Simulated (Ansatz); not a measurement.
Here is the system:

H$_{4}$IN:
```cif
data_H8I2N2
_chemical_formula_sum 'H8 I2 N2'
_space_group_name_H-M_alt 'Imm2'
_space_group_IT_number 44
_space_group_name_Hall 'I 2 -2'
_cell_length_a 5.18609
_cell_length_b 6.97683
_cell_length_c 4.79885
_cell_angle_alpha 90.000
_cell_angle_beta 90.000
_cell_angle_gamma 90.000
loop_
_atom_site_label
_atom_site_type_symbol
_atom_site_symmetry_multiplicity
_atom_site_Wyckoff_symbol
_atom_site_fract_x
_atom_site_fract_y
_atom_site_fract_z
_atom_site_occupancy
H1 H 4 c 0.16449 0.00000 0.86328 1
H2 H 4 d 0.00000 0.12398 0.11169 1
I1 I 2 b 0.00000 0.50000 0.00918 1
N1 N 2 a 0.00000 0.00000 0.99188 1
```
(The calculation used a cell of 6 atoms; values per cell refer to that cell.)

This is the LDA-relaxed structure.

Task: All from the program Ansatz at the LDA level (PAW), unless another level is named. Estimate the band gap.

Result: 3.74 eV (smallest direct gap 3.74 eV).

Task: Predict the formation energy from the elements (no fitted shifts).

Result: -0.55 eV/atom.

Task: What about the electron effective mass?

Result: 0.30, 0.31, 0.33 mₑ (principal values).

Task: And the weight of the valence-edge state by species (Voronoi cells)?

Result: I 77 %, H 21 %.

Task: What about the weight of the conduction-edge state by species (Voronoi cells)?

Result: H 76 %, I 17 %, N 7 %.

The first step of the workflow began from a Materials Project structure, measured or hypothetical; the Crystallography Open Database copy checked does not list it. Its standing as an ambient phase is unchecked. The LDA relaxation kept the symmetry of its start. At this level the phase is dynamically unstable (imaginary phonons). A crystal of weakly bound molecules computed without a dispersion correction: the cell and the soft elastic constants depend strongly on that. The references are the lowest solids computed at this level, not always the standard phases (solids in place of the gases). Scalar-relativistic: spin–orbit coupling is off unless named, which matters more the heavier the elements.

Potentials: the later of the program's two PAW sets.
